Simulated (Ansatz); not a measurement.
# TiHg: eigenvalues along the path

```
Ti Hg
1.0
     3.00900    0.00000    0.00000
     0.00000    3.00900    0.00000
     0.00000    0.00000    4.12182
Ti Hg
1 1
Direct
  0.50000 0.50000 0.50000
  0.00000 0.00000 0.00000
```

Atom numbers follow the list: Ti1, Hg2.

The cell comes from COD entry 1522697, which wasn't checked; take it as a given geometry. The listed cell was then made from it by scaling, straining or moving an atom.

No spin–orbit coupling, which matters for the heavy atoms here.

Theory: DFT, LDA, all-electron LAPW, scalar-relativistic in Ansatz 0.2.0.

The runs use a Γ-centred 14×14×10 k mesh, Fermi–Dirac smearing of 0.08 eV, basis error target 1 meV/atom, no spin polarisation.

Path points, in fractions of the reciprocal vectors: Γ (0.000, 0.000, 0.000), X (0.000, 0.500, 0.000), M (0.500, 0.500, 0.000), Z (0.000, 0.000, 0.500), R (0.000, 0.500, 0.500), A (0.500, 0.500, 0.500). Levels in eV from the Fermi level; bands 16 to 26, counted from the lowest band of the run. The gap is zero.

```
# k(1/Å) point b16 b17 b18 b19 b20 b21 b22 b23 b24 b25 b26
0.000 Γ -9.29 -8.47 -7.95 -6.91 -6.91 -6.42 -0.47 -0.37 1.00 1.91 1.91
0.209 - -9.09 -8.37 -7.89 -7.00 -6.89 -6.49 -0.44 -0.28 0.49 1.89 2.28
0.418 - -8.67 -7.94 -7.73 -7.24 -6.85 -6.67 -0.45 -0.15 -0.02 1.84 1.91
0.626 - -8.41 -7.51 -7.51 -6.88 -6.87 -6.79 -0.66 -0.54 -0.15 1.53 1.79
0.835 - -8.26 -7.71 -7.32 -7.03 -6.75 -5.36 -1.68 -0.98 -0.40 1.25 1.74
1.044 X -8.21 -7.79 -7.25 -7.09 -6.73 -3.66 -3.43 -1.10 -0.42 1.15 1.72
1.253 - -8.01 -7.79 -7.29 -7.24 -6.86 -3.40 -3.34 -0.88 -0.21 1.10 1.65
1.462 - -7.81 -7.71 -7.51 -7.19 -7.17 -3.30 -2.52 -0.32 0.35 0.98 1.48
1.671 - -8.12 -7.84 -7.53 -7.33 -6.58 -3.03 -1.44 0.35 0.82 1.04 1.30
1.879 - -8.40 -7.86 -7.78 -7.32 -5.95 -2.48 -0.30 0.58 0.90 1.16 1.47
2.088 M -8.50 -7.87 -7.87 -7.32 -5.72 -2.07 0.38 0.38 1.12 1.12 1.38
2.383 - -8.31 -7.78 -7.77 -7.33 -6.13 -3.18 -0.15 0.63 0.77 1.17 1.47
2.679 - -7.84 -7.55 -7.50 -7.40 -6.98 -5.41 0.07 0.16 0.54 1.12 1.32
2.974 - -7.84 -7.77 -7.58 -7.25 -7.19 -6.79 -0.10 0.06 0.09 1.34 1.56
3.269 - -8.88 -8.29 -7.84 -7.00 -6.97 -6.56 -0.33 -0.25 0.29 1.80 2.11
3.565 Γ -9.29 -8.47 -7.95 -6.91 -6.91 -6.42 -0.47 -0.37 1.00 1.91 1.91
3.717 - -9.23 -8.46 -7.89 -6.90 -6.90 -6.42 -0.76 -0.50 0.89 1.83 1.83
3.870 - -9.05 -8.45 -7.70 -6.89 -6.89 -6.42 -1.76 -0.56 0.75 1.64 1.64
4.022 - -8.86 -8.43 -7.33 -6.88 -6.88 -6.41 -2.97 -0.64 0.67 1.43 1.43
4.174 - -8.71 -8.41 -6.86 -6.86 -6.80 -6.41 -4.07 -0.70 0.62 1.28 1.28
4.327 Z -8.66 -8.40 -6.86 -6.86 -6.45 -6.41 -4.62 -0.73 0.61 1.22 1.22
4.536 - -8.54 -8.28 -7.05 -6.86 -6.49 -6.43 -4.30 -0.61 0.70 1.14 1.29
4.744 - -8.44 -7.71 -7.45 -6.86 -6.69 -6.33 -3.53 -0.33 0.89 0.97 1.49
4.953 - -8.37 -7.83 -7.07 -6.92 -6.85 -5.82 -2.50 -0.08 0.35 1.36 1.71
5.162 - -8.32 -8.09 -7.10 -6.86 -6.85 -4.59 -1.42 -0.70 -0.05 1.64 1.72
5.371 R -8.30 -8.18 -7.16 -6.85 -6.83 -3.56 -1.67 -0.70 -0.30 1.57 1.87
5.580 - -8.14 -8.09 -7.30 -6.95 -6.80 -3.50 -1.60 -0.89 -0.08 1.86 1.93
5.789 - -8.03 -7.61 -7.52 -7.19 -6.72 -3.29 -1.49 -1.27 0.53 1.85 2.52
5.997 - -7.96 -7.89 -7.46 -6.87 -6.51 -2.87 -1.65 -1.50 1.27 2.02 2.57
6.206 - -8.20 -7.79 -7.67 -6.68 -5.96 -2.16 -1.92 -1.57 1.49 1.79 2.74
6.415 A -8.29 -7.74 -7.74 -6.64 -5.72 -2.01 -1.61 -1.61 1.19 1.51 3.18
6.710 - -8.12 -7.74 -7.67 -6.71 -6.15 -2.95 -1.85 -1.15 1.48 2.17 2.44
7.006 - -7.69 -7.67 -7.48 -6.99 -6.90 -4.89 -1.80 -0.25 1.25 1.26 2.36
7.301 - -7.74 -7.59 -7.48 -7.21 -6.97 -6.10 -2.76 0.22 0.54 1.07 1.86
7.596 - -8.34 -8.24 -7.11 -6.96 -6.57 -6.41 -4.02 -0.48 0.77 1.05 1.39
7.892 Z -8.66 -8.40 -6.86 -6.86 -6.45 -6.41 -4.62 -0.73 0.61 1.22 1.22
8.150 - -8.58 -8.29 -7.09 -6.86 -6.69 -6.49 -3.82 -0.59 0.66 1.27 1.34
8.409 - -8.50 -7.79 -7.47 -6.90 -6.86 -6.68 -2.39 -0.31 0.41 1.55 1.92
8.667 - -8.40 -7.68 -7.30 -6.90 -6.80 -6.58 -1.34 -0.24 -0.08 1.54 1.85
8.926 - -8.27 -7.76 -7.28 -7.04 -6.75 -5.28 -1.69 -0.93 -0.37 1.28 1.76
9.184 X -8.21 -7.79 -7.25 -7.09 -6.73 -3.66 -3.43 -1.10 -0.42 1.15 1.72
```
